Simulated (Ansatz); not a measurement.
This cell of GaN (wurtzite) is off equilibrium:

```yaml
crystal:
  lattice:
    - [3.19796, 0.00000, 0.00000]
    - [-1.59898, 2.76952, 0.00000]
    - [0.00000, 0.00000, 4.99945]
  atoms:
    - { symbol: Ga, position: [0.66667, 0.33333, 0.00099] }
    - { symbol: Ga, position: [0.33333, 0.66667, 0.50099] }
    - { symbol: N, position: [0.66667, 0.33333, 0.62421] }
    - { symbol: N, position: [0.33333, 0.66667, 0.12421] }
```

All values below come from r2SCAN (plane waves to 500 eV, PAW, scalar-relativistic; Ansatz, a program for electronic structure). k mesh 12×12×7 (Γ-centred), Fermi-Dirac smearing 0.05 eV. The energy includes the smearing's −TS. Stress and pressure are positive under compression. As the atoms are clamped, bonds stretch with the cell, which overstates energies and stresses. GaN was relaxed with its symmetry unable to fall. The PAW data are Ansatz's earlier set.

Task: What is the stress tensor (GPa)?

Result: 
```
    0.1      0.0      0.0
    0.0      0.1      0.0
    0.0      0.0     18.2
```
The pressure, a third of the trace, is 6.1 GPa.

Task: It is the relaxed cell deformed to V/V₀ = 0.973, (c/a)/(c/a)₀ = 0.960, c along z, fractional positions held. What is its energy relative to the relaxed cell?

Result: 22.0 meV/atom.

(A scan under strain: stresses follow from slopes of the energy per volume, elastic moduli from its curvatures.)
